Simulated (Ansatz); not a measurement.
Values for one crystal, relaxed and computed with DFT-PBEsol in the program Ansatz with PAW potentials; other levels are named.

```yaml
volume_per_atom: 15.80 Å³
electronic_character: metallic (no gap)
Formation energy from the elements (no fitted shifts): -0.45 eV/atom
Bulk modulus (Birch–Murnaghan fit): 86.4 GPa
Density of states at the Fermi level: 0.47 states/eV per atom (mean over ±0.08 eV)
Pressure derivative B′: 5.8
Gap with spin–orbit coupling: none (metallic)
```

Which compound is it?
(A) MnFeAs, P-62m (Fe on 3f, As on 2c, As on 1b, Mn on 3g)
(B) Ni3Sn2S2, R-3m (Sn on 3b, S on 6c, Sn on 3a, Ni on 9e)
(C) TaC, rock salt
(D) VO2, rutile

B, Ni3Sn2S2, R-3m (Sn on 3b, S on 6c, Sn on 3a, Ni on 9e)

The workflow started from an entry of the Crystallography Open Database (COD). Whether it is the stable phase at ambient conditions was not checked. The PBEsol relaxation kept the symmetry of its start; its stability against distortions is not shown here. The workflow began spin-polarised and lost its moments. The references are the lowest solids computed at this level, not always the standard phases. Spin–orbit coupling is left out wherever it is not named.

Potentials: the later of the program's two PAW sets.
